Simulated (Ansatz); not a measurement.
Polymorphs of TiSi$_{2}$, each relaxed with r²SCAN in the plane-wave PAW code Ansatz:

A: Cmcm
a = 3.527 Å, b = 13.514 Å, c = 3.565 Å, α = β = γ = 90.00°

| atom | site | symmetry | x | y | z |
|---|---|---|---|---|---|
| Si | 4c | m2m | 0.0000 | 0.0584 | 0.7500 |
| Si | 4c | m2m | 0.0000 | 0.2502 | 0.2500 |
| Ti | 4c | m2m | 0.0000 | 0.6032 | 0.2500 |

B: Fddd
a = 4.7747 Å, b = 8.2259 Å, c = 8.5299 Å, α = β = γ = 90.00°

| atom | site | symmetry | x | y | z |
|---|---|---|---|---|---|
| Si | 16f | .2. | 0.0000 | 0.3379 | 0.0000 |
| Ti | 8a | 222 | 0.0000 | 0.0000 | 0.0000 |

Question: Order them by energy per atom at 0 K (lowest first) at the level r²SCAN.

Answer: A (+0 meV/atom), B (+24 meV/atom)

All cells were relaxed under the symmetry of their starts (and spin orders); stability against distortions was not tested throughout. Rows with no word on spin ran without spin polarisation.

Energies hold the estimated change up to a 700 eV cutoff; steps of a few meV lie near the error of the meshes.

Potentials: the later of the program's two PAW sets.
